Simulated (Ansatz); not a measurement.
C2PtS2:
```yaml
crystal:
  lattice:
    - [7.49770, 4.33387, 0.00000]
    - [-7.49770, 4.33387, 0.00000]
    - [-0.57932, 0.00000, 3.64526]
  atoms:
    - { symbol: C, position: [0.18595, 0.09344, 0.98933] }
    - { symbol: C, position: [0.90656, 0.81405, 0.98933] }
    - { symbol: C, position: [0.90608, 0.09392, 0.98510] }
    - { symbol: C, position: [0.81405, 0.90656, 0.01067] }
    - { symbol: C, position: [0.09344, 0.18595, 0.01067] }
    - { symbol: C, position: [0.09392, 0.90608, 0.01490] }
    - { symbol: S, position: [0.40462, 0.20986, 0.86213] }
    - { symbol: S, position: [0.79014, 0.59538, 0.86213] }
    - { symbol: S, position: [0.78920, 0.21080, 0.85701] }
    - { symbol: S, position: [0.59538, 0.79014, 0.13787] }
    - { symbol: S, position: [0.20986, 0.40462, 0.13787] }
    - { symbol: S, position: [0.21080, 0.78920, 0.14299] }
    - { symbol: Pt, position: [0.50000, 0.50000, 0.00000] }
    - { symbol: Pt, position: [0.00000, 0.50000, 0.00000] }
    - { symbol: Pt, position: [0.50000, 0.00000, 0.00000] }
```

Relaxed with PBE+D3(BJ). Special points in fractions of this cell's reciprocal vectors: Γ (0.000, 0.000, 0.000); C (0.336, 0.336, 0.000); C2 (-0.336, 0.664, 0.000); Y2 (-0.500, 0.500, 0.000); M2 (-0.500, 0.500, 0.500); D (-0.281, 0.719, 0.500); D2 (0.281, 0.281, 0.500); A (0.000, 0.000, 0.500); L2 (0.000, 0.500, 0.500); V2 (0.000, 0.500, 0.000).

**Question.** List the band energies nearest the valence-band maximum at these points for the program Ansatz at the PBE+D3(BJ) level (PAW).

**Answer.** In eV from the valence-band maximum; about four levels below and three above (degenerate sets whole), none deeper than 8.9 eV; points with the same levels are listed once.

```csv
k,below,above
Γ,-1.52 -0.87 -0.83 -0.67,1.65 1.67 2.55
C,-1.09 -0.46 -0.30 -0.19,1.38 1.43 1.49
Y2,-1.20 -1.20 -0.56 -0.31 -0.25,1.21 1.67 1.70
M2,-0.95 -0.80 -0.78 -0.32,0.90 1.22 1.90
D,-0.94 -0.85 -0.75 -0.72,0.69 1.56 1.88
A,-1.17 -1.17 -0.81 -0.59 -0.34,1.63 1.67 2.01
L2,-0.89 -0.87 -0.71 -0.57,0.97 1.24 1.93
V2,-1.17 -0.76 -0.35 0.00,1.16 1.78 1.78
```

Space group C2/m. The cell is a constructed one: a structure type filled with these elements; neither database checked (COD, Materials Project) lists it. Whether it is the stable phase at ambient conditions was not checked. Symmetry was held in the PBE+D3(BJ) relaxation; its stability against distortions is not shown here. No spin polarisation was allowed. Scalar-relativistic: spin–orbit coupling is off unless named, which matters more the heavier the elements.

Potentials: the later of the program's two PAW sets.
